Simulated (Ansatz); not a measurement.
Notes on Ge$_{3}$Rh

```xyz
16
Lattice="5.8422 -0.5500 -0.5358 0.8514 7.5697 -0.1476 -1.4169 0.6169 6.2352" Properties=species:S:1:pos:R:3 pbc="T T T"
Ge    1.2102    5.1331    4.2750
Ge    1.7198    7.2591    1.9881
Ge    1.3292    3.8619    0.1047
Ge    5.1233    3.0561    1.8034
Ge    0.1349    2.8088    4.4709
Ge    3.8066    5.2786    5.1954
Ge    0.1867    1.7771    0.8965
Ge    3.3183    5.4510    2.7540
Rh    3.9671    0.4420    1.7806
Rh    3.4786    1.5811    4.2245
Rh    3.6385    2.6824   -0.2783
Rh    1.9259    3.1976    2.5729
Ge    2.0846    0.5142   -0.0370
Ge    5.3902    5.4667    1.3264
Ge    3.0943    5.6367    0.2641
Ge    2.5651    7.2467    4.3449
```

The numbers come from plane-wave PAW DFT (Ansatz): PBE, no spin polarisation, 420 eV, 3×3×3 (shifted by 0.5, 0.5, 0.5 steps) k points, fermi-dirac occupations (width 0.1 eV). Nothing was relaxed.

(1) What do density and ELF say about some of the short contacts?

(2) What does the stress say?

(3) Where is the largest force?

(4) Is there a gap?

Origin: a disordered cell, so it need not be a known compound. Caveats: the k mesh is coarse if the cell is a metal; atoms or cell far from equilibrium.

Results:

(1) Ge–Ge at 2.43 Å: least valence density 0.45 e/Å³ and ELF 0.57 there. Ge–Rh at 2.58 Å: least valence density 0.39 e/Å³ and ELF 0.40 there. Rh–Rh at 2.74 Å: least valence density 0.33 e/Å³ and ELF 0.27 there. Both are smooth PAW fields, read partly inside the augmentation spheres.

(2) The pressure is 13.2 GPa (compression positive), so with the atoms held at these fractions the cell would first expand; the forces are large, so a full relaxation may end otherwise. The principal stresses 7.1, 14.5, 17.9 GPa differ, so its shape would change too.

(3) The largest is on Ge16: 3.55 eV/Å, components (1.42, 3.10, -0.98). It makes 81° with the line to a nearest neighbour, Ge13 at 2.47 Å.

(4) It is a metal, with about 9.2 states/eV a cell as the mean within 0.25 eV of the Fermi level, mostly Rh d (46 %) and Ge p (36 %).
